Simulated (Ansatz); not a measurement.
From the elastic tensor of TiOs at 8 GPa (stress–strain coefficients) to moduli and sound speeds

All numbers below come from Ansatz 0.2.0, DFT LDA, scalar-relativistic, plane waves, PAW. Cutoff 420 eV, 14×14×14 k-points (Γ-centred), Fermi-Dirac smearing of 0.15 eV. No spin polarisation.

It takes space group Pm-3m (No. 221, cubic). Conventional cell: a = 3.013 Å, b = 3.013 Å, c = 3.013 Å, α = 90.00°, β = 90.00°, γ = 90.00°. Ti (site symmetry m-3m) has 8 Os at 2.61 Å as nearest neighbours. Os (site symmetry m-3m) has 8 Ti at 2.61 Å as nearest neighbours.

In a metal, frequencies and elastic constants depend on the k mesh and the smearing, soft modes and shear constants most. Spin–orbit coupling is left out, which can shift energies with elements as heavy as these. Other phases may be more stable at this pressure.

Relaxed-ion constants (GPa, on the Cartesian axes of the calculation):
```
557.5 191.7 191.7   0.0   0.0   0.0
191.7 557.5 191.7   0.0   0.0   0.0
191.7 191.7 557.5   0.0   0.0   0.0
  0.0   0.0   0.0 138.0   0.0   0.0
  0.0   0.0   0.0   0.0 138.0   0.0
  0.0   0.0   0.0   0.0   0.0 138.0
```

Density 14.461 g/cm³; 2 atoms in 27.34 Å³.

The values that follow are for a polycrystal of randomly turned grains, by Hill's mean where one number stands.

With S = C⁻¹: B_V = (C11+C22+C33+2(C12+C13+C23))/9, G_V = (C11+C22+C33−C12−C13−C23+3(C44+C55+C66))/15, 1/B_R = S11+S22+S33+2(S12+S13+S23), 15/G_R = 4(S11+S22+S33−S12−S13−S23)+3(S44+S55+S66); Hill is their mean. Then v_l = √((B+4G/3)/ρ), v_t = √(G/ρ), v_m = [(2/v_t³+1/v_l³)/3]^(−1/3) and Θ = (ħ/k_B)·v_m·(6π²n/V)^(1/3) for n atoms in the volume V; E = 9BG/(3B+G), ν = (3B−2G)/(2(3B+G)) and A^U = 5G_V/G_R + B_V/B_R − 6.

| Item | Value |
| --- | --- |
| Bulk modulus, Voigt / Reuss / Hill | 313.7 / 313.7 / 313.7 GPa |
| Shear modulus, Voigt / Reuss / Hill | 156.0 / 153.0 / 154.5 GPa |
| Young's modulus | 398 GPa |
| Poisson ratio | 0.288 |
| Pugh ratio B/G | 2.03 |
| Universal anisotropy index | 0.10 |
| Longitudinal and transverse sound speeds | 5995 and 3269 m/s |
| Debye temperature from the mean sound speed | 454 K |

Cost: 1 run of about 1.3 core-minutes, on Arm Neoverse V2 (shared hosts).